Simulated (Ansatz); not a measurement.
# SrIr2Ru2 in Ansatz, relaxation

The input file (Ansatz 0.2.0, plane waves):

```yaml
crystal:
  lattice:
    - [0.0, 4.970033, 3.185282]
    - [0.0, -4.970033, 3.185282]
    - [5.667128, 0.0, -3.185282]
  atoms:
    - { symbol: Sr, position: [0.0, 0.0, 0.0] }
    - { symbol: Sr, position: [0.75, 0.25, 0.5] }
    - { symbol: Ru, position: [0.323, 0.677, 0.0] }
    - { symbol: Ru, position: [0.677, 0.323, 0.0] }
    - { symbol: Ru, position: [0.427, 0.573, 0.5] }
    - { symbol: Ru, position: [0.073, 0.927, 0.5] }
    - { symbol: Ir, position: [0.3698, 0.3698, 0.7396] }
    - { symbol: Ir, position: [0.6302, 0.6302, 0.2604] }
    - { symbol: Ir, position: [0.3802, 0.8802, 0.7604] }
    - { symbol: Ir, position: [0.1198, 0.6198, 0.2396] }
  symmetry: { tolerance: 0.0003 }
kpoints:
  mp_grid: { grid: [4, 4, 4], shift: [0, 0, 0] }
magnetization:
  spin_polarized: false
scf:
  occupations: { method: fermi_dirac }
  lower_state_search: "off"
hamiltonian:
  pseudopotentials: { kind: paw }
  xc: r2scan
basis:
  ecutwfc: 500
  fft_grid_basis: typed
relax:
  max_steps: 80
  cell: { p_target: 0.0 }
  f_tol: 0.03
output:
  forces: true
  stress: true
  eigenvalues: true
  bader: true
  populations: true
  elf: true
  write_potential: true
  volumetric_format: npy
  dos:
    e_range: [-12, 8]
    de: 0.05
    projected: { site_lists: { Ir: [Ir], Ru: [Ru], Sr: [Sr] } }
checkpoint:
  read: saved_state
```

Launch command:

```bash
ansatz run input.yaml --threads 2 --pin off --max-ram 3584MiB --backend cpu --events-out ev --progress --plain --runs-dir out
```

Origin of the cell: a known structure type with other elements, at an estimated volume, so it need not be a known compound.

The smearing width isn't typed, so it takes its default of 0.1 eV.

The saved state is a converged single point of the same cell.

Steps («new basis» is an SCF on plane waves selected anew at the same cell):

```json
{"step": "1", "ΔF (meV/atom)": "0.0", "max force component (eV/Å)": "0.588", "P (GPa)": "51.18", "volume (Å³)": "179.43", "SCF iterations": "7", "step was": "accepted"}
{"step": "2", "ΔF (meV/atom)": "-486.7", "max force component (eV/Å)": "0.429", "P (GPa)": "14.12", "volume (Å³)": "204.89", "SCF iterations": "9", "step was": "accepted"}
{"step": "3", "ΔF (meV/atom)": "-596.0", "max force component (eV/Å)": "0.602", "P (GPa)": "3.47", "volume (Å³)": "219.43", "SCF iterations": "8", "step was": "accepted"}
{"step": "4", "ΔF (meV/atom)": "-661.5", "max force component (eV/Å)": "0.037", "P (GPa)": "-3.20", "volume (Å³)": "232.25", "SCF iterations": "8", "step was": "accepted"}
{"step": "5", "ΔF (meV/atom)": "-679.5", "max force component (eV/Å)": "0.065", "P (GPa)": "-2.87", "volume (Å³)": "231.59", "SCF iterations": "6", "step was": "accepted"}
{"step": "6", "ΔF (meV/atom)": "-700.2", "max force component (eV/Å)": "0.066", "P (GPa)": "-2.13", "volume (Å³)": "229.51", "SCF iterations": "7", "step was": "accepted"}
{"step": "7", "ΔF (meV/atom)": "-705.5", "max force component (eV/Å)": "0.160", "P (GPa)": "0.48", "volume (Å³)": "223.33", "SCF iterations": "7", "step was": "accepted"}
{"step": "8", "ΔF (meV/atom)": "-707.6", "max force component (eV/Å)": "0.041", "P (GPa)": "0.31", "volume (Å³)": "224.10", "SCF iterations": "7", "step was": "accepted"}
{"step": "9", "ΔF (meV/atom)": "-707.5", "max force component (eV/Å)": "0.056", "P (GPa)": "-0.29", "volume (Å³)": "225.12", "SCF iterations": "6", "step was": "rejected"}
{"step": "10", "ΔF (meV/atom)": "-707.7", "max force component (eV/Å)": "0.002", "P (GPa)": "-0.01", "volume (Å³)": "224.61", "SCF iterations": "9", "step was": "accepted"}
{"step": "11", "ΔF (meV/atom)": "-711.8", "max force component (eV/Å)": "0.002", "P (GPa)": "0.13", "volume (Å³)": "224.61", "SCF iterations": "7", "step was": "new basis"}
{"step": "12", "ΔF (meV/atom)": "-712.0", "max force component (eV/Å)": "0.018", "P (GPa)": "-0.06", "volume (Å³)": "224.64", "SCF iterations": "6", "step was": "accepted"}
{"step": "13", "ΔF (meV/atom)": "-712.0", "max force component (eV/Å)": "0.002", "P (GPa)": "0.01", "volume (Å³)": "224.54", "SCF iterations": "6", "step was": "accepted"}
{"step": "14", "ΔF (meV/atom)": "-712.0", "max force component (eV/Å)": "0.002", "P (GPa)": "0.01", "volume (Å³)": "224.54", "SCF iterations": "6", "step was": "new basis"}
```

Step 1, with forces in eV/Å:

```xyz
10
Lattice="0.000 4.970 3.185 0.000 -4.970 3.185 5.667 0.000 -3.185" Properties=species:S:1:pos:R:3:forces:R:3 pbc="T T T" step=1
Sr    0.000    0.000    0.000    0.000    0.000    0.000
Sr    2.834    2.485    1.593    0.000    0.000    0.000
Ru    0.000   -1.759    3.185    0.000   -0.588    0.000
Ru    0.000    1.759    3.185    0.000    0.588    0.000
Ru    2.834   -0.726    1.593    0.000    0.588    0.000
Ru    2.834   -4.244    1.593    0.000   -0.588    0.000
Ir    4.191    0.000    0.000    0.434    0.000    0.000
Ir    1.476    0.000    3.185   -0.434    0.000    0.000
Ir    4.309   -2.485    1.593   -0.434    0.000    0.000
Ir    1.358   -2.485    1.593    0.434    0.000    0.000
```

Step 2, with forces in eV/Å:

```xyz
10
Lattice="0.000 5.212 3.322 0.000 -5.212 3.322 5.917 0.000 -3.322" Properties=species:S:1:pos:R:3:forces:R:3 pbc="T T T" step=2
Sr    0.000    0.000    0.000    0.000    0.000    0.000
Sr    2.959    2.606    1.661    0.000    0.000    0.000
Ru    0.000   -1.836    3.322    0.000    0.429    0.000
Ru    0.000    1.836    3.322    0.000   -0.429    0.000
Ru    2.959   -0.770    1.661    0.000   -0.429    0.000
Ru    2.959   -4.442    1.661    0.000    0.429    0.000
Ir    4.379    0.000    0.000   -0.011    0.000    0.000
Ir    1.538    0.000    3.322    0.011    0.000    0.000
Ir    4.496   -2.606    1.661    0.011    0.000    0.000
Ir    1.421   -2.606    1.661   -0.011    0.000    0.000
```

Step 3, with forces in eV/Å:

```xyz
10
Lattice="0.000 5.433 3.410 0.000 -5.433 3.410 5.923 0.000 -3.410" Properties=species:S:1:pos:R:3:forces:R:3 pbc="T T T" step=3
Sr    0.000    0.000    0.000    0.000    0.000    0.000
Sr    2.962    2.716    1.705    0.000    0.000    0.000
Ru    0.000   -1.815    3.410    0.000    0.602    0.000
Ru    0.000    1.815    3.410    0.000   -0.602    0.000
Ru    2.962   -0.901    1.705    0.000   -0.602    0.000
Ru    2.962   -4.531    1.705    0.000    0.602    0.000
Ir    4.321    0.000    0.000   -0.352    0.000    0.000
Ir    1.602    0.000    3.410    0.352    0.000    0.000
Ir    4.564   -2.716    1.705    0.352    0.000    0.000
Ir    1.359   -2.716    1.705   -0.352    0.000    0.000
```

Step 4, with forces in eV/Å:

```xyz
10
Lattice="0.000 5.540 3.539 0.000 -5.540 3.539 5.923 0.000 -3.539" Properties=species:S:1:pos:R:3:forces:R:3 pbc="T T T" step=4
Sr    0.000    0.000    0.000    0.000    0.000    0.000
Sr    2.962    2.770    1.769    0.000    0.000    0.000
Ru    0.000   -1.638    3.539    0.000    0.017    0.000
Ru    0.000    1.638    3.539    0.000   -0.017    0.000
Ru    2.962   -1.132    1.769    0.000   -0.017    0.000
Ru    2.962   -4.408    1.769    0.000    0.017    0.000
Ir    4.124    0.000    0.000   -0.037    0.000    0.000
Ir    1.799    0.000    3.539    0.037    0.000    0.000
Ir    4.760   -2.770    1.769    0.037    0.000    0.000
Ir    1.163   -2.770    1.769   -0.037    0.000    0.000
```

Step 5, with forces in eV/Å:

```xyz
10
Lattice="0.000 5.610 3.595 0.000 -5.610 3.595 5.741 0.000 -3.595" Properties=species:S:1:pos:R:3:forces:R:3 pbc="T T T" step=5
Sr    0.000    0.000    0.000    0.000    0.000    0.000
Sr    2.871    2.805    1.798    0.000    0.000    0.000
Ru    0.000   -1.660    3.595    0.000    0.044    0.000
Ru    0.000    1.660    3.595    0.000   -0.044    0.000
Ru    2.871   -1.145    1.798    0.000   -0.044    0.000
Ru    2.871   -4.465    1.798    0.000    0.044    0.000
Ir    3.972    0.000    0.000   -0.065    0.000    0.000
Ir    1.769    0.000    3.595    0.065    0.000    0.000
Ir    4.640   -2.805    1.798    0.065    0.000    0.000
Ir    1.102   -2.805    1.798   -0.065    0.000    0.000
```

Step 6, with forces in eV/Å:

```xyz
10
Lattice="0.000 5.549 3.754 0.000 -5.549 3.754 5.508 0.000 -3.754" Properties=species:S:1:pos:R:3:forces:R:3 pbc="T T T" step=6
Sr    0.000    0.000    0.000    0.000    0.000    0.000
Sr    2.754    2.774    1.877    0.000    0.000    0.000
Ru    0.000   -1.659    3.754    0.000   -0.056    0.000
Ru    0.000    1.659    3.754    0.000    0.056    0.000
Ru    2.754   -1.115    1.877    0.000    0.056    0.000
Ru    2.754   -4.434    1.877    0.000   -0.056    0.000
Ir    3.757    0.000    0.000   -0.066    0.000    0.000
Ir    1.751    0.000    3.754    0.066    0.000    0.000
Ir    4.505   -2.774    1.877    0.066    0.000    0.000
Ir    1.003   -2.774    1.877   -0.066    0.000    0.000
```

Step 7, with forces in eV/Å:

```xyz
10
Lattice="0.000 5.444 3.906 0.000 -5.444 3.906 5.251 0.000 -3.906" Properties=species:S:1:pos:R:3:forces:R:3 pbc="T T T" step=7
Sr    0.000    0.000    0.000    0.000    0.000    0.000
Sr    2.625    2.722    1.953    0.000    0.000    0.000
Ru    0.000   -1.682    3.906    0.000    0.079    0.000
Ru    0.000    1.682    3.906    0.000   -0.079    0.000
Ru    2.625   -1.040    1.953    0.000   -0.079    0.000
Ru    2.625   -4.404    1.953    0.000    0.079    0.000
Ir    3.546    0.000    0.000   -0.160    0.000    0.000
Ir    1.704    0.000    3.906    0.160    0.000    0.000
Ir    4.330   -2.722    1.953    0.160    0.000    0.000
Ir    0.921   -2.722    1.953   -0.160    0.000    0.000
```

Step 8, with forces in eV/Å:

```xyz
10
Lattice="0.000 5.454 3.855 0.000 -5.454 3.855 5.329 0.000 -3.855" Properties=species:S:1:pos:R:3:forces:R:3 pbc="T T T" step=8
Sr    0.000    0.000    0.000    0.000    0.000    0.000
Sr    2.665    2.727    1.928    0.000    0.000    0.000
Ru    0.000   -1.655    3.855    0.000   -0.041    0.000
Ru    0.000    1.655    3.855    0.000    0.041    0.000
Ru    2.665   -1.072    1.928    0.000    0.041    0.000
Ru    2.665   -4.382    1.928    0.000   -0.041    0.000
Ir    3.590    0.000    0.000    0.013    0.000    0.000
Ir    1.739    0.000    3.855   -0.013    0.000    0.000
Ir    4.404   -2.727    1.928   -0.013    0.000    0.000
Ir    0.926   -2.727    1.928    0.013    0.000    0.000
```

Step 11, with forces in eV/Å:

```xyz
10
Lattice="0.000 5.462 3.857 0.000 -5.462 3.857 5.330 0.000 -3.857" Properties=species:S:1:pos:R:3:forces:R:3 pbc="T T T" step=11
Sr    0.000    0.000    0.000    0.000    0.000    0.000
Sr    2.665    2.731    1.929    0.000    0.000    0.000
Ru    0.000   -1.661    3.857    0.000   -0.001    0.000
Ru    0.000    1.661    3.857    0.000    0.001    0.000
Ru    2.665   -1.070    1.929    0.000    0.001    0.000
Ru    2.665   -4.392    1.929    0.000   -0.001    0.000
Ir    3.595    0.000    0.000    0.002    0.000    0.000
Ir    1.735    0.000    3.857   -0.002    0.000    0.000
Ir    4.400   -2.731    1.929   -0.002    0.000    0.000
Ir    0.930   -2.731    1.929    0.002    0.000    0.000
```

Step 12, with forces in eV/Å:

```xyz
10
Lattice="0.000 5.445 3.882 0.000 -5.445 3.882 5.314 0.000 -3.882" Properties=species:S:1:pos:R:3:forces:R:3 pbc="T T T" step=12
Sr    0.000    0.000    0.000    0.000    0.000    0.000
Sr    2.657    2.723    1.941    0.000    0.000    0.000
Ru    0.000   -1.662    3.882    0.000    0.005    0.000
Ru    0.000    1.662    3.882    0.000   -0.005    0.000
Ru    2.657   -1.061    1.941    0.000   -0.005    0.000
Ru    2.657   -4.384    1.941    0.000    0.005    0.000
Ir    3.579    0.000    0.000    0.018    0.000    0.000
Ir    1.735    0.000    3.882   -0.018    0.000    0.000
Ir    4.391   -2.723    1.941   -0.018    0.000    0.000
Ir    0.922   -2.723    1.941    0.018    0.000    0.000
```

Step 14, with forces in eV/Å:

```xyz
10
Lattice="0.000 5.443 3.884 0.000 -5.443 3.884 5.311 0.000 -3.884" Properties=species:S:1:pos:R:3:forces:R:3 pbc="T T T" step=14
Sr    0.000    0.000    0.000    0.000    0.000    0.000
Sr    2.655    2.721    1.942    0.000    0.000    0.000
Ru    0.000   -1.662    3.884    0.000   -0.001    0.000
Ru    0.000    1.662    3.884    0.000    0.001    0.000
Ru    2.655   -1.059    1.942    0.000    0.001    0.000
Ru    2.655   -4.383    1.942    0.000   -0.001    0.000
Ir    3.578    0.000    0.000   -0.002    0.000    0.000
Ir    1.733    0.000    3.884    0.002    0.000    0.000
Ir    4.388   -2.721    1.942    0.002    0.000    0.000
Ir    0.923   -2.721    1.942   -0.002    0.000    0.000
```

* Free energy lowered by: 712.0 meV/atom
* Volume change: 25.14 %
* Final pressure: 0.01 GPa
* Relaxation steps listed: 14
* Formation energy (elements under the same functional, gases as molecules, uncorrected): 0.185 eV/atom
* Gap on the mesh: none (metal)

Caveats: no dispersion correction, so spacings can come out too large where layers or molecules are weakly bound; no moments, though an odd count or open d shells may carry them; no spin-orbit coupling, though heavy elements are present; the k mesh is coarse if the cell is a metal; the relaxation held the start's symmetry, so the end may be a saddle point.

It ran for 3.6 min on 2 threads of Intel(R) Xeon(R) 6975P-C (Granite Rapids) (shared host), peak memory 1.3 GiB, from a saved density.
